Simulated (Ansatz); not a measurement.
Relaxation of a relaxed TaAs cell shaken by Gaussian noise of σ = 0.08 Å a coordinate; 8 atoms in the cell, which starts as P1 (No. 1), aP8; a = 3.509 Å, b = 6.257 Å, c = 6.479 Å, α = β = γ = 90.00°. Computed with r2SCAN (plane waves to 500 eV, PAW, scalar-relativistic; Ansatz, a quantum-chemistry and plane-wave program). Γ-centred k-mesh 4×7×4 on the run's cell (coarser than for final values), Fermi–Dirac smearing 0.05 eV. This is the first round of the run. 

The optimiser's lines from the output (shortened; P is positive under compression):

```
relax step   1: F+E_penalty+E_count = -59238.81602061 eV  Δ(F+E_penalty+E_count) = +0.000e0 eV  max|allowed force component| = 2.749e0 eV/Å  Δτ_max = 0.0000 Å  P = +4.608 GPa  Ω = 142.246 Å³  (9 SCF iters, dr2 threshold 1.00e-7 eV, accepted)
relax step   2: F+E_penalty+E_count = -59240.19667183 eV  Δ(F+E_penalty+E_count) = -1.381e0 eV  max|allowed force component| = 5.710e-1 eV/Å  Δτ_max = 0.1948 Å  P = -0.227 GPa  Ω = 142.044 Å³  (9 SCF iters, dr2 threshold 8.00e-7 eV, accepted)
relax step   3: F+E_penalty+E_count = -59240.25085691 eV  Δ(F+E_penalty+E_count) = -5.419e-2 eV  max|allowed force component| = 2.947e-1 eV/Å  Δτ_max = 0.1083 Å  P = +0.426 GPa  Ω = 142.328 Å³  (8 SCF iters, dr2 threshold 8.00e-7 eV, accepted)
relax step   4: F+E_penalty+E_count = -59240.29254235 eV  Δ(F+E_penalty+E_count) = -4.169e-2 eV  max|allowed force component| = 8.200e-2 eV/Å  Δτ_max = 0.0348 Å  P = -0.345 GPa  Ω = 142.624 Å³  (7 SCF iters, dr2 threshold 8.00e-7 eV, accepted)
relax step   5: F+E_penalty+E_count = -59240.29611755 eV  Δ(F+E_penalty+E_count) = -3.575e-3 eV  max|allowed force component| = 1.655e-2 eV/Å  Δτ_max = 0.0127 Å  P = +0.013 GPa  Ω = 142.277 Å³  (6 SCF iters, dr2 threshold 8.00e-7 eV, accepted)
relax step   6: F+E_penalty+E_count = -59240.29618536 eV  Δ(F+E_penalty+E_count) = -6.782e-5 eV  max|allowed force component| = 1.847e-3 eV/Å  Δτ_max = 0.0021 Å  P = +0.002 GPa  Ω = 142.261 Å³  (6 SCF iters, dr2 threshold 1.71e-8 eV, accepted)
relax step   7: F+E_penalty+E_count = -59240.29618358 eV  Δ(F+E_penalty+E_count) = +1.787e-6 eV  max|allowed force component| = 1.835e-3 eV/Å  Δτ_max = 0.0000 Å  P = +0.002 GPa  Ω = 142.261 Å³  stress off target by 8.75e-3 GPa  SCF on the basis re-selected at this cell (its energy is not comparable with the rows above)  (5 SCF iters)
```

From the first to the last row the energy changes by -0.19 eV/atom and the volume by 0.0 %. The last row is marked as not comparable with the walk above it, whose basis was carried along; it does compare with step 1, since both stand on a basis selected at the nominal cutoff for their own cell.

Later rounds, restarted from the end of this one on a renewed k-mesh, logged 6 more steps and released under 0.01 eV/atom more. The final structure after all rounds: Pnma (No. 62), oP8, AFLOW prototype AB_oP8_62_c_c (B31, as in MnP); a = 6.2566 Å, b = 3.5086 Å, c = 6.4795 Å, α = β = γ = 90.00°. No spin polarisation in the result.

The relaxed structure here is a generated cell of TaAs: the first start was made by placing the elements on the sites of a structure type, and the end was not matched to a known phase here, so it may be hypothetical. Known forms of TaAs include space group No. 109.
